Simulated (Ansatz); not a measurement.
An Ansatz (a program for electronic structure) run. Input:

Ansatz 0.2 input:
```yaml
crystal:
  lattice:
    - [7.2757754453, 0.0, 0.0]
    - [0.0, 7.2757754453, 0.0]
    - [0.0, 0.0, 4.2160096031]
  atoms:
    - { symbol: In, position: [0.3218731636, 0.6781268364, 0.0] }
    - { symbol: In, position: [0.6781268364, 0.3218731636, 0.0] }
    - { symbol: In, position: [0.8218731636, 0.8218731636, 0.5] }
    - { symbol: In, position: [0.1781268364, 0.1781268364, 0.5] }
    - { symbol: P, position: [0.3195000526, 0.3195000526, 0.0] }
    - { symbol: P, position: [0.6804999474, 0.6804999474, 0.0] }
    - { symbol: P, position: [0.1804999474, 0.8195000526, 0.5] }
    - { symbol: P, position: [0.8195000526, 0.1804999474, 0.5] }
kpoints:
  mp_grid: { grid: [3, 3, 5] }
  band_path:
    path:
      - [[0.0, 0.0, 0.0], [0.0, 0.5, 0.0], [0.5, 0.5, 0.0], [0.0, 0.0, 0.0], [0.0, 0.0, 0.5], [0.0, 0.5, 0.5], [0.5, 0.5, 0.5], [0.0, 0.0, 0.5]]  # Γ-X-M-Γ-Z-R-A-Z
      - [[0.0, 0.5, 0.0], [0.0, 0.5, 0.5]]  # X-R
      - [[0.5, 0.5, 0.0], [0.5, 0.5, 0.5]]  # M-A
      - [VBM, CBM]
    npoints: 8
basis: { xc_grid: 2 }
hamiltonian:
  xc: pbe
  pseudopotentials: { kind: paw }
magnetization: { noncollinear: true, spin_orbit: true }
scf:
  n_extra_bands: 16
  convergence: { dr2_threshold: 0.0000000001 }
  occupations: { method: gaussian, width: 0.01 }
checkpoint: { write: soc.run }
output: { eigenvalues: true }
```

Output (shortened):

```
Pseudopotential: In, paw_fr, valence charge 13
Pseudopotential: P, paw_fr, valence charge 5
Functional definition: PBE
non-collinear run that drives no moment, with spin-orbit …
Crystal: 8 atoms, lattice volume = 223.183 Å³
Basis set: ecut = 420 eV, 4311 PW (Γ), exchange–correlation on 100×100×60 points (8 copies of the dense FFT grid, shifted against one another)
Bands: 88, of which v1, the nominal top of the filled ones, is band 72 counted from 1 (71 counted from 0)
Symmetry: 16 space group operations + 16 with time reversal
k-points: 9 of 45
Projection manifold: j_resolved (fully-relativistic pseudo-atomic orbitals)
SCF iter   1: F=—  HF=-25424.162782 eV  |F-HF|=—  |Δ(HF+E_count)|=         —  Δρ=3.29e-2  dr2=3.69e0  dr2_m=0.00e0 (ungated)  ethr=3.10e-3  |M|=0.00e0 ∫|m|=0.00e0 μB  |m|>n=0.0e0 m-floor=0.0e0 τ_xc=0.0e0  β_m=0.30  ⟨swp⟩=7.0  Hψ=2044  notcnv=0  defer=8
preconditioner: auto → Resta (q_TF=auto, 2.259 Å⁻¹)
spin=Noncollinear: Resta preconditioning applied to the charge; magnetization (m_x, m_y, m_z) channels mix plain (no charge-response kernel on spin).
SCF iter   2: F=—  HF=-25423.544167 eV  |F-HF|=—  |Δ(HF+E_count)|=   6.19e-1  Δρ=2.32e-2  dr2=1.59e0  dr2_m=0.00e0 (ungated)  ethr=3.10e-3  |M|=0.00e0 ∫|m|=0.00e0 μB  |m|>n=0.0e0 m-floor=0.0e0 τ_xc=0.0e0  β_m=0.58  ⟨swp⟩=2.0  Hψ=488  notcnv=0  defer=86
SCF iter   3: F=—  HF=-25423.216766 eV  |F-HF|=—  |Δ(HF+E_count)|=   3.27e-1  Δρ=5.17e-3  dr2=6.60e-2  dr2_m=0.00e0 (ungated)  ethr=2.21e-3  |M|=0.00e0 ∫|m|=0.00e0 μB  |m|>n=0.0e0 m-floor=0.0e0 τ_xc=0.0e0  β_m=0.76  ⟨swp⟩=2.9  Hψ=535  notcnv=0  defer=86
SCF iter   4: F=—  HF=-25423.229524 eV  |F-HF|=—  |Δ(HF+E_count)|=   1.28e-2  Δρ=9.14e-4  dr2=4.13e-3  dr2_m=0.00e0 (ungated)  ethr=9.17e-5  |M|=0.00e0 ∫|m|=0.00e0 μB  |m|>n=0.0e0 m-floor=0.0e0 τ_xc=0.0e0  β_m=0.88  ⟨swp⟩=2.4  Hψ=524  notcnv=0  defer=86
SCF iter   5: F=—  HF=-25423.234125 eV  |F-HF|=—  |Δ(HF+E_count)|=   4.60e-3  Δρ=3.85e-4  dr2=3.90e-4  dr2_m=0.00e0 (ungated)  ethr=5.73e-6  |M|=0.00e0 ∫|m|=0.00e0 μB  |m|>n=0.0e0 m-floor=0.0e0 τ_xc=0.0e0  β_m=0.94  ⟨swp⟩=3.1  Hψ=551  notcnv=0  defer=86
SCF iter   6: F=—  HF=-25423.234937 eV  |F-HF|=—  |Δ(HF+E_count)|=   8.12e-4  Δρ=8.07e-5  dr2=1.49e-5  dr2_m=0.00e0 (ungated)  ethr=5.42e-7  |M|=0.00e0 ∫|m|=0.00e0 μB  |m|>n=0.0e0 m-floor=0.0e0 τ_xc=0.0e0  β_m=0.97  ⟨swp⟩=3.4  Hψ=843  notcnv=0  defer=86
SCF iter   7: F=—  HF=-25423.234968 eV  |F-HF|=—  |Δ(HF+E_count)|=   3.08e-5  Δρ=2.32e-5  dr2=1.41e-6  dr2_m=0.00e0 (ungated)  ethr=2.07e-8  |M|=0.00e0 ∫|m|=0.00e0 μB  |m|>n=0.0e0 m-floor=0.0e0 τ_xc=0.0e0  β_m=0.97  ⟨swp⟩=2.0  Hψ=678  notcnv=0  defer=86
SCF iter   8: F=—  HF=-25423.234815 eV  |F-HF|=—  |Δ(HF+E_count)|=   1.53e-4  Δρ=5.83e-6  dr2=1.05e-7  dr2_m=0.00e0 (ungated)  ethr=1.95e-9  |M|=0.00e0 ∫|m|=0.00e0 μB  |m|>n=0.0e0 m-floor=0.0e0 τ_xc=0.0e0  β_m=0.99  ⟨swp⟩=2.1  Hψ=707  notcnv=0  defer=86
SCF iter  12: F=-25423.234815 eV  HF=-25423.234815 eV  |F-HF|=1.82e-11  |Δ(HF+E_count)|=  2.11e-10  Δρ=5.44e-8  dr2=7.93e-12  dr2_m=0.00e0 (ungated)  ethr=1.00e-12  |M|=0.00e0 ∫|m|=0.00e0 μB  |m|>n=0.0e0 m-floor=0.0e0 τ_xc=0.0e0  ⟨swp⟩=13.6  Hψ=1536  notcnv=0
SCF 1 converged in 12 iterations: F = -25423.234815 eV  dr2 = 7.93e-12
NSCF: frozen V_eff on 40 k-points
NSCF: frozen V_eff on 40 k-points
NSCF: frozen V_eff on 40 k-points
NSCF: frozen V_eff on 5 k-points
NSCF: frozen V_eff on 5 k-points
NSCF: frozen V_eff on 5 k-points
NSCF: frozen V_eff on 5 k-points
NSCF: frozen V_eff on 5 k-points
NSCF: frozen V_eff on 5 k-points
NSCF: frozen V_eff on 84 k-points
SCF converged after 12 iterations
Magnetization: |M| = 0.0000 μB,  M = (+0.0000, +0.0000, +0.0000) μB
Absolute magnetization: 0.0000 μB (∫|m|)
  site 0: m = (+0.0000, +0.0000, +0.0000) μB, |m| = 0.0000 μB  (R = 1.06 Å)
  site 1: m = (+0.0000, +0.0000, +0.0000) μB, |m| = 0.0000 μB  (R = 1.06 Å)
  site 2: m = (+0.0000, +0.0000, +0.0000) μB, |m| = 0.0000 μB  (R = 1.06 Å)
  site 3: m = (+0.0000, +0.0000, +0.0000) μB, |m| = 0.0000 μB  (R = 1.06 Å)
  site 4: m = (+0.0000, +0.0000, +0.0000) μB, |m| = 0.0000 μB  (R = 1.06 Å)
  site 5: m = (+0.0000, +0.0000, +0.0000) μB, |m| = 0.0000 μB  (R = 1.06 Å)
  site 6: m = (+0.0000, +0.0000, +0.0000) μB, |m| = 0.0000 μB  (R = 1.06 Å)
  site 7: m = (+0.0000, +0.0000, +0.0000) μB, |m| = 0.0000 μB  (R = 1.06 Å)
Free energy (F): -25423.234815 eV
Harris-Foulkes:  -25423.234815 eV  (|F-HF|=1.82e-11)
Internal energy: -25423.234815 eV  (E = F + TS)
E sigma→0 (E₀):  -25423.234815 eV
Fermi energy:    6.070511 eV
--- Per-component energies (eV) ---
  E_band       = -284.780635
  E_kinetic    = 1248.712562
  E_local      = -6012.136336  (includes V_loc(G=0)·N_el)
  E_nonlocal   = 1605.495224
  E_hartree    = 2379.106706
  E_xc         = -1103.963753
  E_vxc        = -635.864647  (∫ρ·V_xc dr)
  E_paw        = -18908.950343  (= ΣΔE_a)
  E_vpaw       = -1249.201053  (= ΣTr[D̂ρ^β])
  E_aug_tail   = 0.000114  (compensation charges beyond the density's cutoff)
  E_ewald      = -4631.498989
  E_smearing   =  0.000000  (= −TS)
  E_closure    =  0.000000  (closes the sum)
  Σ components = -25423.234815   (vs F -25423.234815, Δ=0.00e0)
  [band-id]    e_kinetic+e_local+e_nonlocal+2·e_hartree+e_vxc+e_vpaw+e_augmentation_tail = -284.780723   (vs E_band -284.780635, Δ=-8.82e-5)
--- Band table (eV; the first three rows and the last of 9) ---
  k-point 0: bands = ["-8.7950", "-8.7950", "-8.7827", "-8.7827", "-8.7614", "-8.7614", "-8.7531", "-8.7531", "-8.7523", "-8.7523", "-8.7442", "-8.7442", "-8.7336", "-8.7336", "-8.7119", "-8.7119", "-8.0172", "-8.0172", "-7.9800", "-7.9800", "-7.9534", …
  k-point 1: bands = ["-8.8071", "-8.8071", "-8.8037", "-8.8037", "-8.7571", "-8.7571", "-8.7472", "-8.7472", "-8.7451", "-8.7451", "-8.7311", "-8.7311", "-8.7218", "-8.7218", "-8.7109", "-8.7109", "-8.0600", "-8.0600", "-7.9721", "-7.9721", "-7.9404", …
  k-point 2: bands = ["-8.8199", "-8.8199", "-8.8149", "-8.8149", "-8.7552", "-8.7552", "-8.7502", "-8.7502", "-8.7326", "-8.7326", "-8.7290", "-8.7290", "-8.7100", "-8.7100", "-8.7078", "-8.7078", "-8.0621", "-8.0621", "-8.0214", "-8.0214", "-7.9241", …
  k-point 8: bands = ["-8.8147", "-8.8147", "-8.7932", "-8.7932", "-8.7817", "-8.7817", "-8.7540", "-8.7540", "-8.7315", "-8.7315", "-8.7267", "-8.7267", "-8.7170", "-8.7170", "-8.7061", "-8.7061", "-8.0329", "-8.0329", "-7.9902", "-7.9902", "-7.9678", …
```

Cost: very roughly 13 core-minutes on shared cores.

Space group P4_2/mnm. The start of the workflow was typed in or built on a structure type; neither database checked (COD, Materials Project) lists it. It is not the phase usual at ambient conditions (space group No. 216). The PBE relaxation kept the symmetry of its start; whether a distortion lowers the energy is not shown. The volume moved by 25 % from the start of the relaxation.

Potentials: the later of the program's two PAW sets.

Ansatz is a plane-wave DFT program.
